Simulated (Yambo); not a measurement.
```
CsHF2
1.0
   -3.05630     3.05630     3.88883
    3.05630    -3.05630     3.88883
    3.05630     3.05630    -3.88883
H F Cs
2 4 2
Direct
  0.50000   0.00000   0.50000
  0.00000   0.50000   0.50000
  0.36801   0.86801   0.23602
  0.63199   0.13199   0.76398
  0.86801   0.63199   0.50000
  0.13199   0.36801   0.50000
  0.75000   0.75000   0.00000
  0.25000   0.25000   0.00000
```

Response from Yambo on PBEsol (Quantum ESPRESSO, PseudoDojo norm-conserving, 84 Ry, scalar-relativistic) bands: 4×4×4 mesh, 109 bands, 3 Ry local-field block, 0.2 eV broadening.

Problem. Give the static electronic dielectric constant without and with local fields along each axis.

Solution. 
```json
[
 {"field along": "x", "ε(0), independent particles": "2.32", "ε(0), RPA with local fields": "2.05", "refractive index √ε": "1.43"},
 {"field along": "z", "ε(0), independent particles": "2.29", "ε(0), RPA with local fields": "2.05", "refractive index √ε": "1.43"}
]
```
Electronic (clamped-ion) response only. PBEsol gaps are usually too small, which raises these values. Convergence of the RPA response with its 4×4×4 mesh was not tested. x, y and z are Cartesian axes of the cell as given.

Geometry of the Materials Project entry, not relaxed at this level.

The structure is a Materials Project entry; no match was found in the copy of COD used, and its stability was not checked.
